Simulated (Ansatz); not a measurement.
## What DFT gives for Cs2KMnP6

```yaml
crystal:
  lattice:
    - [0.00000, 4.88018, 4.88018]
    - [4.88018, 0.00000, 4.88018]
    - [4.88018, 4.88018, 0.00000]
  atoms:
    - { symbol: Mn, position: [0.00000, 0.00000, 0.00000] }
    - { symbol: K, position: [0.50000, 0.50000, 0.50000] }
    - { symbol: Cs, position: [0.25000, 0.25000, 0.25000] }
    - { symbol: Cs, position: [0.75000, 0.75000, 0.75000] }
    - { symbol: P, position: [0.21300, 0.21300, 0.78700] }
    - { symbol: P, position: [0.78700, 0.78700, 0.21300] }
    - { symbol: P, position: [0.78700, 0.21300, 0.21300] }
    - { symbol: P, position: [0.21300, 0.78700, 0.78700] }
    - { symbol: P, position: [0.21300, 0.78700, 0.21300] }
    - { symbol: P, position: [0.78700, 0.21300, 0.78700] }
```

The numbers come from plane-wave PAW DFT (Ansatz): PBEsol, spin-orbit coupling, 420 eV, 6×6×6 Γ-centred k points, fermi-dirac occupations (width 0.1228 eV). Nothing was relaxed.

The state carries no moments; the state need not be the lowest.

Forces: The largest is on P5 (and as large on other atoms): 0.67 eV/Å, components (0.00, 0.00, 0.67). It makes 180° with the line to a nearest neighbour, Mn1 at 2.08 Å, pointing away from it.
At the Fermi level: It is a metal, with about 7 states/eV a cell as the mean within 0.25 eV of the Fermi level, mostly P p (60 %) and Mn d (29 %).
Charges: Bader charges in e: Cs +0.63, K +0.63, Mn +0.09, P -0.33. In the mean Cs gives up most and P takes most.
Stress: The pressure is 7.4 GPa (compression positive), so with the atoms held at these fractions the cell would first expand.

Origin: a known structure type with other elements, at an estimated volume, so it need not be a known compound. Caveats: started without moments under time reversal, so no moment could form.
